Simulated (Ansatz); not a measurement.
```yaml
crystal:
  lattice:
    - [3.19000, 0.00000, 0.00000]
    - [-1.59500, 2.76262, 0.00000]
    - [0.00000, 0.00000, 5.18600]
  atoms:
    - { symbol: Ga, position: [0.33333, 0.66667, 0.00000] }
    - { symbol: Ga, position: [0.66667, 0.33333, 0.50000] }
    - { symbol: N, position: [0.33333, 0.66667, 0.37890] }
    - { symbol: N, position: [0.66667, 0.33333, 0.87890] }
```

```json
{
 "orbitals": "PBE",
 "datasets": "hard PAW set made for 700 eV",
 "k mesh": "6×6×4",
 "empty bands": "442",
 "response cutoff": "180 eV",
 "wave cutoff": "700 eV",
 "frequencies": "plasmon pole, fitted at the program's default frequency",
 "q → 0 term": "analytic weight of Carrier, Rohra and Görling",
 "points solved": "Γ",
 "band sums": "cut at the band count",
 "spin-orbit coupling": "off"
}
```

Program: Ansatz. The Kohn-Sham gap (direct at Γ) is 1.93 eV.

(1) By how much does G0W0 change the gap?

Answers

(1) By +1.15 eV, to 3.09 eV. The valence edge moves by -0.74 eV (Z = 0.80) and the conduction edge by +0.41 eV (Z = 0.83).

Band sums or response are cut, so the gap isn't at its basis limit. Filled d shells converge slowest, and with PAW files the limit can differ from the all-electron one by tenths of an eV. The gap is read among the points solved; the crystal's band edges can lie elsewhere.
